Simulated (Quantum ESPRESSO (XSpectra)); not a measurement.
Quantum ESPRESSO (XSpectra) run for X-ray absorption at the O K edge of HfO2 (P2₁/c). Geometry: Materials Project entry mp-352 (a computed structure). The cell is the entry's, not relaxed again. The ground-state test found a gap, so occupations are fixed and the excited electron is left out (charged cell on a uniform background); energies count from the highest occupied level. pw.x input:

```
&CONTROL
  calculation = 'scf'
  prefix = 'x'
  pseudo_dir = './pseudo'
  outdir = './out'
/
&SYSTEM
  ibrav = 0
  nat = 36
  ntyp = 3
  ecutwfc = 70
  input_dft = 'PZ'
  tot_charge = 1
  occupations = 'fixed'
/
&ELECTRONS
  conv_thr = 3.6e-07
  mixing_beta = 0.4
/
ATOMIC_SPECIES
Oh 15.999 O.lda-tm-gipaw-star1s.UPF
Hf 178.490 Hf.upf
O 15.999 O.lda-tm-gipaw.UPF
CELL_PARAMETERS angstrom
   5.094180000    5.150640000    0.000000000
  -0.876166000    5.150640000    5.202954000
   4.218014000   -5.150640000    5.202954000
ATOMIC_POSITIONS crystal
Hf     0.100810000    0.532580000    0.175330000
Hf     0.434143333    0.865913333    0.841996667
Hf     0.767476667    0.199246667    0.508663333
Hf     0.565856667    0.134086667    0.158003333
Hf     0.899190000    0.467420000    0.824670000
Hf     0.232523333    0.800753333    0.491336667
Hf     0.537896667    0.606126667    0.185963333
Hf     0.871230000    0.939460000    0.852630000
Hf     0.204563333    0.272793333    0.519296667
Hf     0.128770000    0.060540000    0.147370000
Hf     0.462103333    0.393873333    0.814036667
Hf     0.795436667    0.727206667    0.480703333
O      0.219983333    0.750563333    0.228016667
O      0.553316667    0.083896667    0.894683333
O      0.886650000    0.417230000    0.561350000
O      0.446683333    0.916103333    0.105316667
O      0.780016667    0.249436667    0.771983333
O      0.113350000    0.582770000    0.438650000
O      0.275036667    0.244456667    0.276963333
O      0.608370000    0.577790000    0.943630000
O      0.941703333    0.911123333    0.610296667
O      0.391630000    0.422210000    0.056370000
O      0.724963333    0.755543333    0.723036667
O      0.058296667    0.088876667    0.389703333
Oh     0.040410000    0.318300000    0.027950000
O      0.373743333    0.651633333    0.694616667
O      0.707076667    0.984966667    0.361283333
O      0.626256667    0.348366667    0.305383333
O      0.959590000    0.681700000    0.972050000
O      0.292923333    0.015033333    0.638716667
O      0.846763333    0.068873333    0.084876667
O      0.180096667    0.402206667    0.751543333
O      0.513430000    0.735540000    0.418210000
O      0.819903333    0.597793333    0.248456667
O      0.153236667    0.931126667    0.915123333
O      0.486570000    0.264460000    0.581790000
K_POINTS automatic
2 2 2 0 0 0
```

xspectra.x input:

```
&input_xspectra
  calculation = 'xanes_dipole'
  edge = 'K'
  prefix = 'x'
  outdir = './out'
  xonly_plot = .false.
  xiabs = 1
  xcoordcrys = .false.
  xepsilon(1) = 1.0
  xepsilon(2) = 0.0
  xepsilon(3) = 0.0
  xniter = 1500
  xcheck_conv = 50
  xerror = 0.002
  x_save_file = 'x0.sav'
/
&plot
  xnepoint = 451
  xemin = -5.0
  xemax = 40.0
  xgamma = 0.5
  terminator = .true.
  cut_occ_states = .true.
/
&pseudos
  filecore = 'core.wfc'
/
&cut_occ
  cut_desmooth = 0.1
  cut_stepl = 0.01
  cut_ierror = 1e-6
/
3 3 3 1 1 1
```

End of the pw.x output:

```
   -10.8425  -6.3525  -6.2893  -6.2014  -6.1789  -5.9255  -5.8791  -5.7418
    -5.6581  -5.5995  -5.5298  -5.4576  -5.4352  -5.2849  -5.2210  -5.1877
    -5.1580  -5.1162  -5.0202  -4.9480  -4.8505  -4.8294  -4.7967  -4.7263
     2.1255   2.6120   3.2787   5.3743   5.5225   5.6147   5.6888   5.7547
     5.8766   6.0591   6.1222   6.1396   6.2220   6.3269   6.3665   6.4544
     6.5577   6.5950   6.6260   6.6706   6.7829   6.7916   6.8257   6.8738
     6.8971   7.0182   7.0284   7.1369   7.1988   7.3148   7.3791   7.5306
     7.6322   7.6881   7.8161   7.9600   7.9899   8.0472   8.0826   8.3605
     8.4122   8.5221   8.5336   8.5652   8.6200   8.6584   8.7844   8.8275
     8.8504   8.8901   9.0029   9.0675   9.1241   9.1792   9.2296   9.2744
     9.3361   9.3621   9.4548   9.4761   9.5410   9.5615   9.6154   9.7094
     9.7617   9.7682   9.8976  10.0269  10.1328  10.1570  10.3072  10.3804

     highest occupied level (ev):    10.6179

!    total energy              =   -2144.83427097 Ry
     estimated scf accuracy    <       0.00000005 Ry

     The total energy is the sum of the following terms:
     one-electron contribution =    -438.26092666 Ry
     hartree contribution      =     378.05997305 Ry
     xc contribution           =    -508.69152174 Ry
     ewald contribution        =   -1575.94179562 Ry

     convergence has been achieved in  13 iterations

     XML data file, charge density, pseudopotentials, collected wavefunctions
```

xspectra.x output, shortened:

```
... Begin STEP 1 ...

        Radial transition matrix element(s) used in the calculation of the
        initial vector of the Lanczos basis (|tilde{phi}_abs> normalized)
        | For PAW proj. (l=1) #1: radial matrix element =   0.141535429
        | For PAW proj. (l=1) #2: radial matrix element =   0.174719217

NB: the     7 k-point are not all listed below because npool=  4
        |-------------------------------------------------------------
        ! k-point #     1:  ( 0.1580,  0.0781,  0.1813),  0.0741,   1
        |-------------------------------------------------------------
 okvan= F
        |   Norm of the initial Lanczos vector: 0.10086551E+00
        !   => CONVERGED at iter    750 with error=  0.00196634
        |-------------------------------------------------------------
        ! k-point #     2:  ( 0.3160, -0.0781,  0.3626),  0.0741,   1
        |-------------------------------------------------------------
 okvan= F
        |   Norm of the initial Lanczos vector: 0.10086551E+00
        !   => CONVERGED at iter    800 with error=  0.00195338
        |-------------------------------------------------------------
        ! k-point #     3:  ( 0.4740, -0.2344,  0.5439),  0.0741,   1
        |-------------------------------------------------------------
 okvan= F
        |   Norm of the initial Lanczos vector: 0.10086551E+00
        !   => CONVERGED at iter    800 with error=  0.00198867
        |-------------------------------------------------------------

        ...
... Begin STEP 2 ...

     The spectrum is calculated using the following parameters:
        energy-zero of the spectrum [eV]:   10.6179
        the occupied states are elimintate from the spectrum
        xemin [eV]:  -5.00
        xemax [eV]:  40.00
        xnepoint:  451
        constant broadening parameter [eV]:    0.500
        Core level energy [eV]:  -543.1
         (from electron binding energy of neutral atoms in X-ray data booklet)

     Cross-section successfully written in xanes.dat

     ... End STEP 2 ...

     xanes        :    407.96s CPU    408.77s WALL (       1 calls)

     -------------------------------------------------------------------------
                                END JOB XSpectra
     -------------------------------------------------------------------------
```

xanes.dat for the field along x, every fifth line (energy in eV, cross section):

```
   -5.000   4.4030e-04
   -4.500   4.7230e-04
   -4.000   5.0840e-04
   -3.500   5.4950e-04
   -3.000   5.9660e-04
   -2.500   6.5130e-04
   -2.000   7.1520e-04
   -1.500   7.9100e-04
   -1.000   8.8220e-04
   -0.500   9.9390e-04
    0.000   1.1330e-03
    0.500   1.3130e-03
    1.000   1.5510e-03
    1.500   1.8830e-03
    2.000   2.3770e-03
    2.500   3.1810e-03
    3.000   4.6850e-03
    3.500   8.1490e-03
    4.000   1.7010e-02
    4.500   2.6190e-02
    5.000   2.4200e-02
    5.500   2.2890e-02
    6.000   2.1300e-02
    6.500   2.0780e-02
    7.000   2.4260e-02
    7.500   3.2810e-02
    8.000   4.5350e-02
    8.500   5.5170e-02
    9.000   6.0750e-02
    9.500   5.6210e-02
   10.000   4.7170e-02
   10.500   3.7760e-02
   11.000   3.1920e-02
   11.500   3.2500e-02
   12.000   3.1430e-02
   12.500   3.0510e-02
   13.000   2.8690e-02
   13.500   2.4910e-02
   14.000   2.3050e-02
   14.500   2.3220e-02
   15.000   2.4550e-02
   15.500   2.5110e-02
   16.000   2.3750e-02
   16.500   2.3860e-02
   17.000   2.2580e-02
   17.500   2.0520e-02
   18.000   1.8930e-02
   18.500   1.7060e-02
   19.000   1.6080e-02
   19.500   1.5390e-02
   20.000   1.5870e-02
   20.500   1.8650e-02
   21.000   2.0330e-02
   21.500   1.9330e-02
   22.000   1.7830e-02
   22.500   1.6010e-02
   23.000   1.5640e-02
   23.500   1.5370e-02
   24.000   1.5400e-02
   24.500   1.6660e-02
   25.000   1.7180e-02
   25.500   1.7580e-02
   26.000   1.8810e-02
   26.500   1.9610e-02
   27.000   1.8300e-02
   27.500   1.8450e-02
   28.000   1.8510e-02
   28.500   1.7230e-02
   29.000   1.7340e-02
   29.500   1.8240e-02
   30.000   1.9010e-02
   30.500   1.9520e-02
   31.000   1.9010e-02
   31.500   1.8480e-02
   32.000   1.9090e-02
   32.500   1.9810e-02
   33.000   2.0770e-02
   33.500   2.0690e-02
   34.000   2.2630e-02
   34.500   2.5130e-02
   35.000   2.4280e-02
   35.500   2.3720e-02
   36.000   2.3380e-02
   36.500   2.0280e-02
   37.000   1.8850e-02
   37.500   1.8490e-02
   38.000   1.8120e-02
   38.500   1.8270e-02
   39.000   1.8950e-02
   39.500   1.8880e-02
   40.000   1.9130e-02
```
